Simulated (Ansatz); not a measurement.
TiAl (CsCl type, Pm-3m) at seven volumes, LDA (plane waves, PAW; program Ansatz), scaled uniformly. One row is withheld.

| V (Å³/atom) | P (GPa) |
|---|---|
| 13.877 | 14.24 |
| 14.334 | 8.77 |
| 14.792 | 4.05 |
| 15.249 | -0.01 |
| 15.707 | -3.50 |
| 16.164 | -6.52 |
| 16.622 | ? |

Fit the shown pressures and predict the withheld one.

Third-order Birch–Murnaghan: P = (3/2)B₀(x^(7/2) − x^(5/2))[1 + (3/4)(B′ − 4)(x − 1)] with x = (V₀/V)^(2/3). Least squares on the six rows gives V₀ = 15.249 Å³/atom, B₀ = 125.4 GPa, B′ = 3.95. At V = 16.622, x = 0.9441 and P = -9.12 GPa. The run itself gave -9.11 GPa.

The first step of the workflow began from a Materials Project structure, measured or hypothetical; the Crystallography Open Database copy checked does not list it. It is not the phase usual at ambient conditions (space group No. 123). Symmetry was held in the LDA relaxation. At this level the phase is mechanically unstable. The run is not spin-polarised.

Potentials: the earlier of the program's two PAW sets. The files were generated under PBE; for other functionals the program regenerates the frozen cores, and for LDA and PBEsol the local potential too.
